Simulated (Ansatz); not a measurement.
An Ansatz input:

```yaml
crystal:
  lattice:
    - [3.2634244635, 0.0, 0.0]
    - [0.0, 3.2634244635, 0.0]
    - [0.0, 0.0, 3.2634244635]
  atoms:
    - { symbol: Pb, position: [0.0, 0.0, 0.0] }
hamiltonian:
  xc: pbesol
  pseudopotentials:
    kind: paw
    azcp:
      Pb: "pseudopotentials/Pb.paw.azcp"
basis:
  ecutwfc: 420
  fft_grid_basis: typed
kpoints:
  mp_grid: { grid: [11, 11, 11], shift: [0, 0, 0] }
magnetization:
  spin_polarized: false
scf:
  occupations: { method: fermi_dirac, width: 0.1 }
  lower_state_search: "off"
output:
  stress: true
  write_density: true
  write_potential: true
  elf: true
  volumetric_format: npy
```

Output

```
Warning: the record states the generating functional pbe (its physics header spells it `PBE`), which answers neither for hamiltonian.xc's functional nor for the pbesol family's — results may be inconsistent (PPs are generated against a specific XC)
Engine: ansatz 0.2.0, aarch64-unknown-linux-gnu
Pseudopotentials: kind: paw
Pseudopotential: Pb, paw, valence charge 14, recommended cutoff 420 eV (normal) 
Functional definition: PBEsol
  exchange = pbesol_x
  correlation = pbesol_c
Crystal: 1 atoms, lattice volume = 34.755 Å³
Basis set: ecut = 420 eV, 691 PW (Γ)
Bands: 11, of which v1, the nominal top of the filled ones, is band 7 counted from 1 (6 counted from 0)
Symmetry: 48 space group operations
Space group: Pm-3m (ITA 221), of the structure as read, at distance tolerance 3.3e-5 Å
k-points: 56 of 1331
Non-local potential: Pb, projectors of the file, l = 0: 2, l = 1: 2, l = 2: 2, l = 3: 2
PAW form: soft (Blöchl's): semilocal exchange-correlation on the pseudo side does not see the compensation charge
PAW frozen core: Pb, regenerated for the run's functional, and the local potential with it (the file was generated under x = pbe(κ = 0.804, μ = 0.2195149727645171), c = pbe(β = 0.06672455060314922))
PAW one-centre angular grid: Pb, 590 points (default); XC on 64 Gauss nodes
Initial density: superposition of atomic densities (neutral atoms: chi_scale 0, normalization atom), corrected by the library's trained network
Initial wavefunctions: pseudopotential atomic-orbital guess
Functional: x = pbesol(κ = 0.804, μ = 0.12345679012345678), c = pbesol(β = 0.046)
SCF iter   1: F=—  HF=-11754.733265 eV  |F-HF|=—  |Δ(HF+E_count)|=         —  Δρ=1.61e-3  dr2=8.91e-4  ethr=1.77e-3  ⟨swp⟩=5.5  Hψ=3982  notcnv=0
SCF iter   2: F=—  HF=-11754.732411 eV  |F-HF|=—  |Δ(HF+E_count)|=   8.54e-4  Δρ=9.14e-4  dr2=3.09e-4  ethr=6.36e-6  ⟨swp⟩=2.7  Hψ=1391  notcnv=0
SCF iter   3: F=—  HF=-11754.732310 eV  |F-HF|=—  |Δ(HF+E_count)|=   1.01e-4  Δρ=3.45e-4  dr2=2.71e-5  ethr=2.21e-6  ⟨swp⟩=2.0  Hψ=998  notcnv=0
SCF iter   4: F=—  HF=-11754.732300 eV  |F-HF|=—  |Δ(HF+E_count)|=   9.20e-6  Δρ=1.57e-4  dr2=5.11e-6  ethr=1.94e-7  ⟨swp⟩=2.0  Hψ=973  notcnv=0
SCF iter   5: F=—  HF=-11754.732299 eV  |F-HF|=—  |Δ(HF+E_count)|=   1.84e-6  Δρ=7.05e-5  dr2=1.10e-6  ethr=3.65e-8  ⟨swp⟩=2.0  Hψ=933  notcnv=0
SCF iter   6: F=-11754.732298 eV  HF=-11754.732298 eV  |F-HF|=5.60e-8  |Δ(HF+E_count)|=   4.98e-7  Δρ=1.71e-5  dr2=6.33e-8  ethr=7.14e-10  ⟨swp⟩=7.8  Hψ=4304  notcnv=0
SCF 1 converged in 6 iterations: F = -11754.732298 eV  dr2 = 6.33e-8
SCF converged after 6 iterations
Free energy (F): -11754.732298 eV
Harris-Foulkes:  -11754.732298 eV  (|F-HF|=5.60e-8)
Internal energy: -11754.707711 eV  (E = F + TS)
E sigma→0 (E₀):  -11754.720004 eV
Entropy (-TS):   -0.024587 eV (-24.587 meV/atom)
Fermi energy:    8.589080 eV
--- Per-component energies (eV) ---
  E_band       = -65.592192
  E_kinetic    = 288.783182
  E_local      = -1149.829508  (includes V_loc(G=0)·N_el)
  E_nonlocal   = 351.745451
  E_hartree    = 456.251294
  E_xc         = -218.175887
  E_vxc        = -131.740984  (∫ρ·V_xc dr)
  E_paw        = -10256.644360  (= ΣΔE_a)
  E_vpaw       = -337.060730  (= ΣTr[D̂ρ^β])
  E_aug_tail   = 0.000046  (compensation charges beyond the density's cutoff)
  E_ewald      = -1226.900047
  E_core_change = 0.062117  (= ΣΔE_core)
  E_smearing   = -0.024587  (= −TS)
  E_closure    = 0.000000  (closes the sum)
  Σ components = -11754.732298   (vs F -11754.732298, Δ=0.00e0)
--- Stress (GPa, compression-positive) ---
       -2.582307       0.000000       0.000000
        0.000000      -2.582307       0.000000
        0.000000       0.000000      -2.582307
  P = ⅓ Tr σ = -2.5823 GPa (-25.823 kbar)
--- Band table (eV; the first three rows and the last of 56) ---
  k-point 0: bands = ["-8.4589", "-8.4589", "-7.9250", "-7.9250", "-7.9250", "-2.3898", "13.4528", "13.4528", "13.4528", "16.1963", "17.7784"]
  k-point 1: bands = ["-8.4567", "-8.4267", "-7.9365", "-7.9365", "-7.9241", "-2.2780", "12.0633", "13.5823", "13.5823", "16.6718", "17.8464"]
  k-point 2: bands = ["-8.4508", "-8.3409", "-7.9671", "-7.9671", "-7.9216", "-1.9451", "9.8855", "13.9534", "13.9534", "17.0548", "18.0518"]
  k-point 55: bands = ["-8.2312", "-8.2302", "-8.2302", "-7.7606", "-7.7606", "4.0686", "8.9257", "8.9257", "9.0202", "14.4445", "15.1197"]
```
